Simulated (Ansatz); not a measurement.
AlN:
```
CELL_PARAMETERS angstrom
      3.30159     0.00000     0.00000
     -1.65079     2.85926     0.00000
      0.00000     0.00000     4.14100
ATOMIC_POSITIONS crystal
  Al 0.33333 0.66667 0.75000
  Al 0.66667 0.33333 0.25000
  N  0.33333 0.66667 0.25000
  N  0.66667 0.33333 0.75000
```

Relaxed with PBEsol. Independent-particle spectrum: no excitons, no local fields, no scissors shift; 0.1 eV broadening; ε₁ of the summed bands alone.

Question: Tabulate the dielectric function from DFT-PBEsol in the program Ansatz with PAW potentials.

Answer: 

| E (eV) | ε₁ xx | ε₂ xx | ε₁ zz | ε₂ zz |
|---|---|---|---|---|
| 0.0 | 4.68 | 0.00 | 5.04 | 0.00 |
| 0.3 | 4.68 | 0.00 | 5.05 | 0.00 |
| 0.6 | 4.70 | 0.00 | 5.07 | 0.00 |
| 0.9 | 4.72 | 0.00 | 5.10 | 0.00 |
| 1.2 | 4.75 | 0.00 | 5.14 | 0.00 |
| 1.5 | 4.79 | 0.00 | 5.19 | 0.00 |
| 1.8 | 4.85 | 0.00 | 5.26 | 0.00 |
| 2.1 | 4.91 | 0.00 | 5.35 | 0.00 |
| 2.4 | 4.99 | 0.00 | 5.46 | 0.00 |
| 2.7 | 5.09 | 0.00 | 5.61 | 0.00 |
| 3.0 | 5.20 | 0.00 | 5.81 | 0.00 |
| 3.3 | 5.34 | 0.00 | 6.18 | 0.07 |
| 3.6 | 5.52 | 0.00 | 6.30 | 0.43 |
| 3.9 | 5.74 | 0.02 | 6.35 | 0.56 |
| 4.2 | 6.01 | 0.05 | 6.49 | 0.61 |
| 4.5 | 6.34 | 0.10 | 6.72 | 0.66 |
| 4.8 | 6.85 | 0.20 | 7.09 | 0.71 |
| 5.1 | 7.40 | 0.82 | 7.67 | 0.80 |
| 5.4 | 7.58 | 1.38 | 8.76 | 1.08 |
| 5.7 | 7.50 | 1.92 | 10.22 | 3.51 |
| 6.0 | 7.72 | 2.06 | 8.47 | 5.20 |
| 6.3 | 7.88 | 2.52 | 7.29 | 5.84 |
| 6.6 | 8.60 | 2.68 | 6.09 | 5.98 |
| 6.9 | 9.52 | 4.69 | 5.23 | 5.36 |
| 7.2 | 8.42 | 5.86 | 5.30 | 4.76 |
| 7.5 | 7.53 | 6.10 | 6.08 | 4.19 |
| 7.8 | 8.53 | 6.37 | 6.77 | 6.27 |
| 8.1 | 9.31 | 8.60 | 4.35 | 6.87 |
| 8.4 | 5.92 | 13.58 | 3.59 | 7.33 |
| 8.7 | 0.03 | 12.55 | 3.26 | 5.18 |
| 9.0 | -0.73 | 8.43 | 5.74 | 5.34 |
| 9.3 | -0.68 | 7.08 | 3.68 | 8.11 |
| 9.6 | -0.24 | 6.08 | 2.52 | 7.05 |
| 9.9 | -0.07 | 5.74 | 2.36 | 6.67 |
| 10.2 | -0.22 | 5.40 | 2.21 | 6.16 |
| 10.5 | 0.23 | 4.38 | 3.52 | 6.50 |
| 10.8 | 1.85 | 4.55 | 3.01 | 7.43 |
| 11.1 | 1.65 | 6.58 | 3.21 | 8.51 |
| 11.4 | -0.07 | 6.74 | 1.24 | 10.77 |
| 11.7 | -1.22 | 6.51 | -1.62 | 9.72 |
| 12.0 | -1.95 | 5.60 | -3.03 | 8.82 |

With all bands, ε∞ without local fields is 4.78 (xx = yy), 5.12 (zz). DFPT, with local fields, gives 4.53 (xx = yy), 4.98 (zz).

Space group P6_3/mmc. The workflow started from a Materials Project entry (that database holds measured and hypothetical structures alike); the Crystallography Open Database copy checked does not list it. It is not the phase usual at ambient conditions (space group No. 186, 216). The cell was relaxed with PBEsol under the symmetry of its start; its stability against distortions is not shown here.

Potentials: the later of the program's two PAW sets.
